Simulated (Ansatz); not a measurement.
AlAs (zinc blende, space group No. 216), plane-wave PAW PBE (Ansatz code): ε∞ = 9.50, cell volume 46.99 Å³. Infrared-active transverse modes:

| ω_TO (cm⁻¹) | oscillator strength S_xx (e²/amu) |
|---|---|
| 345.5 | 0.2357 |

Question: Compute the static dielectric constant.

Answer: Each mode adds (4.921e7/V) S/ω²: 2.07. So ε0 = 11.6.

Question: What LO frequency does the Lyddane–Sachs–Teller relation give?

Answer: ω_LO = ω_TO √(ε0/ε∞) = 381 cm⁻¹.

Space group F-43m (zinc blende). Symmetry was held in the PBE relaxation; phonons on a q-mesh show no instability. Scalar-relativistic: spin–orbit coupling is off unless named, which matters more the heavier the elements.

Potentials: the later of the program's two PAW sets.
